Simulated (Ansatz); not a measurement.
GaP in space group R-3m (No. 166; Ga on 6c, P on 6c), DFT-r²SCAN in the program Ansatz with PAW potentials. The conduction-band minimum lies at F, with 3 equivalent valleys. Second derivatives d²E/dk² of the lowest band at one valley (eV·Å²), along Cartesian directions:

```
direction  d²E/dk²
---------  -------
[100]        26.97
[010]        22.53
[001]        30.22
[110]        28.58
[101]        17.84
[011]        20.17
```

Problem. Find the principal effective masses, the density-of-states mass and the conductivity mass.

Solution. Off-diagonal terms follow from H_xy = H[110] − (H_xx + H_yy)/2, and m*/mₑ = 7.620 eV·Å² over each eigenvalue: 0.18, 0.37, 0.44. One valley's DOS mass (m₁m₂m₃)^(1/3) = 0.31, conductivity mass 3/(Σ 1/mᵢ) = 0.29 mₑ.

Problem. What effective density of states Nc follows at 300 K for parabolic valleys?

Solution. Nc = 2.509e19 × 3 × (0.31)^(3/2) ≈ 1.3e19 cm⁻³.

The first step of the workflow began from a Materials Project structure, measured or hypothetical; the Crystallography Open Database copy checked does not list it. It is not the phase usual at ambient conditions (space group No. 216). Symmetry was held in the r²SCAN relaxation; whether a distortion lowers the energy is not shown. Spin–orbit coupling is left out wherever it is not named.

Potentials: the later of the program's two PAW sets.
